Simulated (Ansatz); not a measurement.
Input:

TePb2S:
Space group R-3m, hexagonal axes (No. 166); a = b = 4.3222 Å, c = 21.1134 Å, α = β = 90.00°, γ = 120.00°

```
atom  site  symmetry       x       y       z
----  ----  --------  ------  ------  ------
Te      3b       -3m  0.0000  0.0000  0.5000
Pb      6c        3m  0.0000  0.0000  0.2589
S       3a       -3m  0.0000  0.0000  0.0000
```
(The calculation used a cell of 4 atoms; values per cell refer to that cell.)

This is the LDA-relaxed structure.

Q: All from LDA in the plane-wave PAW code Ansatz, unless another level is named. Estimate the band gap.

A: 0.31 eV (smallest direct gap 0.33 eV).

Q: Predict the hole effective mass.

A: 0.077, 0.077, 0.15 mₑ (principal values).

Q: What about the weight of the conduction-edge state by species (Voronoi cells)?

A: Pb 62 %, S 21 %, Te 17 %.

Q: Predict the valence-band maximum.

A: at Γ.

Q: What about the weight of the valence-edge state by species (Voronoi cells)?

A: Te 37 %, Pb 35 %, S 27 %.

The workflow started from a Materials Project entry (that database holds measured and hypothetical structures alike); the Crystallography Open Database copy checked does not list it. Whether it is the stable phase at ambient conditions was not checked. The LDA relaxation kept the symmetry of its start; of distortions, only those at the zone centre were tested. Spin–orbit coupling is left out wherever it is not named.

Potentials: the later of the program's two PAW sets.
